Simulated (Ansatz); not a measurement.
KCl (rock salt, Fm-3m), PBEsol (plane waves, PAW; program Ansatz). The conduction-band minimum lies at Γ, with 1 equivalent valley. Second derivatives d²E/dk² of the lowest band at one valley (eV·Å²), along Cartesian directions:

```json
[
 {"direction": "[100]", "d²E/dk²": "17.53"},
 {"direction": "[010]", "d²E/dk²": "17.53"},
 {"direction": "[001]", "d²E/dk²": "17.53"},
 {"direction": "[110]", "d²E/dk²": "17.53"},
 {"direction": "[101]", "d²E/dk²": "17.53"},
 {"direction": "[011]", "d²E/dk²": "17.53"}
]
```

Question: Find the principal effective masses, the density-of-states mass and the conductivity mass.

Answer: Off-diagonal terms follow from H_xy = H[110] − (H_xx + H_yy)/2, and m*/mₑ = 7.620 eV·Å² over each eigenvalue: 0.43, 0.43, 0.43. One valley's DOS mass (m₁m₂m₃)^(1/3) = 0.43, conductivity mass 3/(Σ 1/mᵢ) = 0.43 mₑ.

Question: What effective density of states Nc follows at 300 K for parabolic valleys?

Answer: Nc = 2.509e19 × 1 × (0.43)^(3/2) ≈ 7.1e18 cm⁻³.

Symmetry was held in the PBEsol relaxation.

Potentials: the later of the program's two PAW sets.

Edges and masses are those of Kohn–Sham bands, whose gap is no quasiparticle gap.
